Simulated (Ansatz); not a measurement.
Li (space group R-3m)

```
Li
1.0
    1.49401     0.86257     7.35389
   -1.49401     0.86257     7.35389
    0.00000    -1.72513     7.35389
Li
3
Direct
  0.77776   0.77776   0.77776
  0.22224   0.22224   0.22224
  0.00000   0.00000   0.00000
```

The slice is a (0001) plane (indices of the conventional cell) through the point (0.000, 0.000, 0.000) (fractional), spanned by u = [1 0 -1] and v = [-1 2 -1] in vectors of this cell: u (2.99 Å) and v (5.18 Å, at 90° to u). It covers one period; positions are fractions (u, v).

Level of theory: LDA (plane waves to 420 eV, PAW, scalar-relativistic; Ansatz, a program for electronic structure). k mesh 18×18×18. Near the nuclei the fields are pseudised (PAW); where an atom keeps semicore shells as valence, they peak there. Li was relaxed with its symmetry unable to fall. This is one of several known forms of Li; the measured ambient cells at hand have space group No. 229.

Task: What is the valence density on the shortest Li–Li line in this plane (2.99 Å), at its midpoint?

Result: 0.06 e/Å³.

Task: The ELF has a maximum in the middle third of the Li–Li line. Where, and how high?

Result: 0.53, 1.5 Å from Li.

Task: Sketch the electron localisation function (ELF) on this plane as a map.

Result: 
```
|xxxxxx    ::##%%##::    xxxx|
|xxxx::    --%%@@%%--    ::xx|
|..      ::**@@@@@@**::      |
|      ::++%%@@@@@@%%++::    |
|::::==**%%@@@@@@@@@@%%**==::|
|####%%%%%%%%######%%%%%%%%##|
|@@@@@@%%**==::::::==**%%@@@@|
|@@@@%%++::          ::++%%@@|
|@@@@**::      ..      ::**@@|
|@@%%--    ::xxxxxx::    --%%|
|%%##::    xxxxxxxxxx    ::##|
|%%**..  ..xxxxxxxxxx..  ..**|
|%%##::    xxxxxxxxxx    ::##|
|@@%%--    ::xxxxxx::    --%%|
|@@@@**::      ..      ::**@@|
|@@@@%%++::          ::++%%@@|
|@@@@@@%%**==::::::==**%%@@@@|
|####%%%%%%%%######%%%%%%%%##|
|::::==**%%@@@@@@@@@@%%**==::|
|      ::++%%@@@@@@%%++::    |
|..      ::**@@@@@@**::      |
|xxxx::    --%%@@%%--    ::xx|
|xxxxxx    ::##%%##::    xxxx|
|xxxxxx..  ..**%%**..  ..xxxx|
```
Scale: ten equal steps from 0.02 (start of ' ') to 0.62 (end of '@'), in the order ' .:-=+*#%@'. Values: electron localisation function (ELF). The map has 14 points along u (two characters each, u = 0 at the left) and 24 along v (v = 0 in the bottom row). Points within 0.5 Å of a nucleus are blanked (x), as the pseudised field means little there.
